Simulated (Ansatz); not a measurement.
**Field gradients of SiO2 from run to run**

Cell of run 1: an entry of the Crystallography Open Database (COD) (the cell was measured well above room temperature).

```cif
data_SiO2
_symmetry_space_group_name_H-M 'P4_12_12'
_symmetry_Int_Tables_number 92
_cell_length_a 4.9877
_cell_length_b 4.9877
_cell_length_c 6.9697
_cell_angle_alpha 90.000
_cell_angle_beta 90.000
_cell_angle_gamma 90.000
loop_
_atom_site_label
_atom_site_type_symbol
_atom_site_symmetry_multiplicity
_atom_site_Wyckoff_symbol
_atom_site_fract_x
_atom_site_fract_y
_atom_site_fract_z
Si Si 4 a 0.2949 0.2949 0.0000
O O 8 b 0.2416 0.0968 0.1747
```

One atom of each set is listed.

Relaxed positions (PBE, cell held):

Si (0.3034, 0.3034, 0.0000)
O (0.2376, 0.1129, 0.1833)

All runs are DFT with Ansatz 0.2.0 (plane waves and PAW, scalar-relativistic unless spin–orbit coupling is named, Γ-centred meshes, Fermi–Dirac smearing where given) in this cell.

Run 1: PBE, gradients read without the response of the cores, atoms as given; 420 eV, 5×5×4 k-points, smearing 0.02 eV.
Run 2: PBE, gradients read without the response of the cores, atoms relaxed; 420 eV, 5×5×4 k-points, smearing 0.02 eV.
Run 3: r2SCAN, gradients read without the response of the cores, at the relaxed atoms; 500 eV, 5×5×4 k-points, smearing 0.02 eV.

```csv
run,Si V_zz (η),O V_zz (η)
1,-0.26 (0.55),9.34 (0.12)
2,?,?
3,-0.34 (0.71),9.75 (0.18)
```

V_zz in 10²¹ V/m².

Problem. Estimate the row of run 2.

Solution. Si: -0.34 (0.76); O: 9.82 (0.18). It lies nearest to run 3, from whose tensors on these sites it differs by 0.09 at most (largest principal value of the difference, on O). Taken one at a time, the positions of the atoms (as given or relaxed) move the tensors on these sites by up to 0.70 (largest principal value of the change, on O), the functional (r2SCAN with its higher cutoff) by 0.09 (O). On some sites the largest principal value moves to another axis from run to run, and the sign of V_zz can flip with it.

In runs 1, 3 the atoms aren't at the calculated equilibrium (largest force 0.68, 0.30 eV/Å). The cell isn't the equilibrium one in run 1 (calculated pressure 9 GPa), and the entry's cell may itself be off.
